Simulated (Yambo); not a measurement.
Material: Ba$_{2}$CaMoO$_{6}$ (space group Fm-3m, No. 225); a = b = c = 6.0109 Å, α = β = γ = 60.00° (10 atoms in the cell). The geometry is that of Materials Project entry mp-19403, symmetrised and not relaxed again.

With PBEsol (Quantum ESPRESSO, PseudoDojo norm-conserving, 84 Ry, without SOC), the gap between the mesh's edge points (Γ → X) is 1.981 eV.

Problem. By how much does one-shot G0W0 (Yambo; 2×2×2 Γ-centred k mesh, bands 2 to 296 and a 8 Ry block in the screening, 296 bands in G with the Bruneval-Gonze terminator, plasmon pole fitted at 27.2 eV) open this gap, and what gap results?

Solution. The correction is 1.456 eV, giving 3.437 eV, 1.7 times the PBEsol value.  Nearest settings tried, and what they do to the gap: 116 bands in G: +34 meV; 142 bands in W: +67 meV; 3 Ry block (113 vectors against 459): +88 meV. Not varied: mesh. So the settings aren't converged at that level. The k mesh is coarse. Spin-orbit splittings are left out.
